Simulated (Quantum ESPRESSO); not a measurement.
# Strain and stress in Si6NGa

The results below are calculated, not measured. They come from pw.x of Quantum ESPRESSO 7.5, a plane-wave density functional program, with PseudoDojo standard norm-conserving files (v0.5 for PBE, v0.4.1 for LDA and PBEsol). The cells are made up: elements, strain and atom displacements were drawn at random, and nothing was relaxed. There is no spin polarisation, spin-orbit coupling or dispersion term.

The cell has 8 sites of a zincblende or diamond lattice. Sites 1 to 4 hold Si Si N Si; sites 5 to 8 hold Si Ga Si Si. Cell vectors in Å: (5.255, -0.003, 0.021); (-0.003, 5.450, -0.074); (0.021, -0.074, 5.343). Settings: PBE, cutoff 1143 eV, 6 x 6 x 6 k mesh shifted by half a step, Fermi-Dirac smearing of 0.1 eV.

Each run adds a strain along z to one cell, with the atoms carried along; the vectors above are those of run 4. Stress is positive in tension and P is minus a third of its trace. E is the free energy for each atom above the lowest run shown.

```
run  strain (%)  s_xx (GPa)  s_yy (GPa)  s_zz (GPa)  s_xy (GPa)  P (GPa)  E (meV/atom)
  1       -1.91       -1.82        0.52       -2.14       -2.21     1.15          2.05
  2       -1.53       -1.56        0.77       -1.63       -2.18     0.81          1.21
  3       -1.29       -1.39        0.92       -1.31       -2.17     0.59          0.78
  4       -0.13       -0.64        1.63        0.20       -2.09    -0.40          0.00
  6        1.71        0.44        2.64        2.54       -1.99    -1.87          3.02
  7        2.05        0.62        2.81        2.96       -1.98    -2.13          4.13
  5        1.22           ?           ?           ?           ?        ?             ?
```

A rerun of one of these cells at 1437 eV and k mesh 8 x 8 x 8 moved values by no more than 0.005 eV in the cell's energy, 0.03 GPa in stress and 0.012 eV/Å in force.

## Worked fit

A parabola through the six runs shown gives s_zz = 0.37 + 1.29 e - 0.012 e² GPa, with e in per cent and a scatter of 0.01 GPa. The slope is a stiffness of 129 ± 1 GPa for each unit of this strain at e = 0. The atoms are clamped, and relaxing them would in general lower it. The error is the larger of the fit's own and the change that a cubic makes, rounded up.

## Withheld run

Question: what s_zz should run 5 give?

The fit gives 1.93 GPa. The calculation gave 1.93 GPa.

```
run,strain (%),s_xx (GPa),s_yy (GPa),s_zz (GPa),s_xy (GPa),P (GPa),E (meV/atom)
5,1.22,0.17,2.38,1.93,-2.02,-1.49,1.70
```